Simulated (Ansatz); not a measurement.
Molecular dynamics on a 1×1×1 supercell (8 atoms) of GaCuSe2 (I-42d), relaxed with r2SCAN. Forces come from r2SCAN in Ansatz: a Langevin thermostat at fixed volume, 200 K, steps of 1 fs. Classical nuclei, no spin polarisation; a few dozen steps show the first response, not equilibrium.

```yaml
crystal:
  lattice:
    - [-2.8041296859, 2.8041296859, 5.5492792983]
    - [2.8041296859, -2.8041296859, 5.5492792983]
    - [2.8041296859, 2.8041296859, -5.5492792983]
  atoms:
    - { symbol: Ga, position: [0.5, 0.5, 0.0] }
    - { symbol: Ga, position: [0.25, 0.75, 0.5] }
    - { symbol: Cu, position: [0.0, 0.0, 0.0] }
    - { symbol: Cu, position: [0.75, 0.25, 0.5] }
    - { symbol: Se, position: [0.375, 0.3713580588, 0.4963580588] }
    - { symbol: Se, position: [0.6286419412, 0.125, 1.0036419412] }
    - { symbol: Se, position: [0.875, 0.8786419412, 0.5036419412] }
    - { symbol: Se, position: [0.1213580588, 0.625, -0.0036419412] }
kpoints:
  mp_grid: { grid: [4, 4, 4] }
hamiltonian:
  xc: r2scan
scf:
  occupations: { method: fermi_dirac, width: 0.02 }
md:
  ensemble: nvt_langevin
  temperature: 200
  timestep: 1.0
  n_steps: 20
  initial_velocities: maxwell_boltzmann
  seed: 8202
```

Command: `ansatz run input.yaml --threads 4 --pin off --max-ram 5529MiB --backend cpu --events-out ev --progress --plain --runs-dir out`. It ended after 7.6 min on 4 threads of Arm Neoverse N1 (shared host); peak host memory 1.5 GiB.

```csv
step,t (fs),T (K),free energy F from step 0 (meV/atom),kinetic energy (meV/atom),largest force (eV/Å)
0,0,175,0.0,22.6,0.00
1,1,179,0.0,23.1,0.03
2,2,168,0.1,21.7,0.06
3,3,161,0.2,20.8,0.08
4,4,172,0.3,22.3,0.11
5,5,177,0.4,22.9,0.13
6,6,190,0.6,24.6,0.16
7,7,192,0.9,24.8,0.19
8,8,182,1.1,23.5,0.22
9,9,184,1.4,23.8,0.25
10,10,176,1.7,22.7,0.28
```

The temperature starts at 175 K, is lowest at step 3 (161 K, 3 fs) and ends at 176 K. The first value is 7/8 of the setting, since velocities are drawn without the motion of the centre of mass and T is counted over all atoms. By the last step the atoms have moved 0.02 Å in the root mean square, the drift of the whole cell taken out, 0.03 Å at most. The job's limit cut the run after 10 of 20 steps.

Positions (Å) and forces (eV/Å) at step 10:
```
Ga   0.008  -0.023   5.554    -0.058   0.065   0.075
Ga   2.833   0.004   2.769    -0.142  -0.055   0.134
Cu  -0.021  -0.007  -0.003     0.118   0.087  -0.038
Cu  -0.024   2.817   2.777     0.048  -0.065  -0.015
Se   1.373   1.387   1.411     0.073   0.124  -0.162
Se   1.409   4.231  -1.376    -0.007  -0.082   0.025
Se   1.443   1.416   6.930    -0.180  -0.211  -0.011
Se   1.397  -1.436   4.152     0.148   0.136  -0.007
```
